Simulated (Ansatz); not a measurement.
With the program Ansatz at the r²SCAN level (PAW), ScPd₃N in the anti-perovskite structure (Pm-3m) relaxes to a = 4.177 Å. Sc has 12 nearest neighbours from 2.95 Å (cuboctahedral); N has 6 nearest neighbours from 2.09 Å (octahedral). Its formation energy from the elements is -0.26 eV/atom, with no fitted shifts.

Electronic character: metallic (no gap). Gap from r²SCAN with spin–orbit coupling: none (metallic).

An equation-of-state fit gives a bulk modulus of 173 GPa. Bader charges are Sc +1.71, Pd -0.23, N -1.02 e.

The start of the workflow was typed in or built on a structure type; neither database checked (COD, Materials Project) lists it. Whether it is the stable phase at ambient conditions was not checked. The r²SCAN relaxation kept the symmetry of its start; whether a distortion lowers the energy is not shown. No spin polarisation was allowed. The references are the lowest solids computed at this level, not always the standard phases (solids in place of the gases). Spin–orbit coupling is left out wherever it is not named.

Potentials: the later of the program's two PAW sets.
